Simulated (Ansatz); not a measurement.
**Al4FeCo3: computed properties**

These are results of Ansatz 0.2.0, DFT PBE, scalar-relativistic, plane waves, PAW, not measurements.

Plane waves to 420 eV, a k mesh through Γ of 14×14×4 on the computed 8-atom cell and Gaussian smearing (0.10 eV); collinear spin from starting moments 0.0 0.0 0.0 0.0 0.0 0.0 0.0 0.4 μB.

The structure is relaxed at this level of theory with its symmetry kept, and needn't be the ground state of this composition.

```cif
data_structure
_symmetry_space_group_name_H-M 'P4/mmm'
_symmetry_Int_Tables_number 123
_cell_length_a 2.8545
_cell_length_b 2.8545
_cell_length_c 11.4375
_cell_angle_alpha 90.000
_cell_angle_beta 90.000
_cell_angle_gamma 90.000
_cell_volume 93.20
loop_
_atom_site_label
_atom_site_type_symbol
_atom_site_symmetry_multiplicity
_atom_site_Wyckoff_symbol
_atom_site_fract_x
_atom_site_fract_y
_atom_site_fract_z
_atom_site_occupancy
Al1 Al 2 g 0.00000 0.00000 0.87463 1
Al2 Al 2 g 0.00000 0.00000 0.37641 1
Co1 Co 1 c 0.50000 0.50000 0.00000 1
Co2 Co 2 h 0.50000 0.50000 0.24836 1
Fe1 Fe 1 d 0.50000 0.50000 0.50000 1
```

| Quantity | Value |
| --- | --- |
| Space group | P4/mmm (No. 123) |
| Volume per atom | 11.65 Å³ |
| Formation energy from the elements' standard states (uncorrected) | -0.528 eV/atom |
| Kohn–Sham band gap | none (metal) |
| Density of states at the Fermi level | 3.9 states/eV per cell |
| Orbital (Löwdin) character within 0.5 eV of the Fermi level | Fe 3d 44 %, Co 3d 41 %, Al 3p 10 % |
| Bulk modulus | 178 GPa |
| Its pressure derivative | 4.3 |
| Bader charge by site (e) | Al (2 in the cell) 1.83, Al (2 in the cell) 1.78, Co (1 in the cell) -1.79, Co (2 in the cell) -1.79, Fe (1 in the cell) -1.86 |
| Total moment | 0.30 μB per cell |
| Moment by site (μB) | Fe8 0.38 |

Only this magnetic start was tried.

The cell was found from a structure generator's guess, not taken from experiment. Löwdin shares on free-atom orbitals overweight diffuse shells.
